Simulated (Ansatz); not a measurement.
Values for one crystal, relaxed and computed with r²SCAN (plane waves, PAW; program Ansatz); other levels are named.

| Quantity | Result |
|---|---|
| Volume per atom | 11.49 Å³ |
| Band gap | 3.59 eV (indirect) |
| Gap with spin–orbit coupling | 3.59 eV |
| Electron effective mass with spin–orbit coupling | 1.3, 1.9, 2.3 mₑ (principal values) |
| Conduction-band minimum | on the Γ–Z line, 97 % of the way from Γ (k = 0.000, 0.000, 0.484) (2 equivalent valleys) |
| Bulk modulus (Birch–Murnaghan fit) | 208 GPa |
| Electron effective mass | 1.2, 1.9, 1.9 mₑ (principal values) |

Q: Which compound is it?
A) ZrTiO4, Pbcn (Zr on 4c, Ti on 4c, O on 8d, O on 8d)
B) LuAgO2, R-3m (Lu on 3b, Ag on 3a, O on 6c)
C) VBiO4, I4_1/a (Bi on 4a, V on 4b, O on 16f)
D) SnO2, rutile

A: A, ZrTiO4, Pbcn (Zr on 4c, Ti on 4c, O on 8d, O on 8d)

The start of the workflow was typed in or built on a structure type; neither database checked (COD, Materials Project) lists it. Whether it is the stable phase at ambient conditions was not checked. The r²SCAN relaxation kept the symmetry of its start; whether a distortion lowers the energy is not shown. The workflow began spin-polarised and lost its moments. Scalar-relativistic: spin–orbit coupling is off unless named, which matters more the heavier the elements.

Potentials: the later of the program's two PAW sets.
